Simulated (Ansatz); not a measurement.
**Data sheet: ZrSe$_{2}$ (DFT)**

ZrSe2:
```xyz
3
Lattice="0.0000 3.2989 3.2989 3.2989 0.0000 3.2989 3.2989 3.2989 0.0000" Properties=species:S:1:pos:R:3 pbc="T T T"
Zr     0.0000     0.0000     0.0000
Se     1.6495     1.6495     1.6495
Se     4.9484     4.9484     4.9484
```

Space group Fm-3m (No. 225), fluorite; conventional cell a = b = c = 6.5979 Å, α = β = γ = 90.00°.

Method: PBE in the plane-wave PAW code Ansatz. The cell and atoms are relaxed at this level. Other levels are named where they apply.

Cell and energy:

```json
{
  "volume_per_atom": "23.93 Å³",
  "density": "5.76 g/cm³",
  "Formation energy from the elements (no fitted shifts)": "-1.02 eV/atom"
}
```

Electronic structure:

```json
{
  "electronic_character": "metallic (no gap)",
  "Density of states at the Fermi level": "0.34 states/eV per atom (mean over ±0.08 eV)"
}
```

Mechanics:

```json
{
  "Bulk modulus (Birch–Murnaghan fit)": "83.4 GPa",
  "Pressure derivative B′": "4.0"
}
```

The cell is a constructed one: a structure type filled with these elements; neither database checked (COD, Materials Project) lists it. COD files the formula under space group No. 164, so this cell is another polymorph or a model. Its standing as an ambient phase is unchecked. Symmetry was held in the PBE relaxation; its stability against distortions is not shown here. No spin polarisation was allowed. The references are the lowest solids computed at this level, not always the standard phases. Scalar-relativistic: spin–orbit coupling is off unless named, which matters more the heavier the elements.

Potentials: the later of the program's two PAW sets.
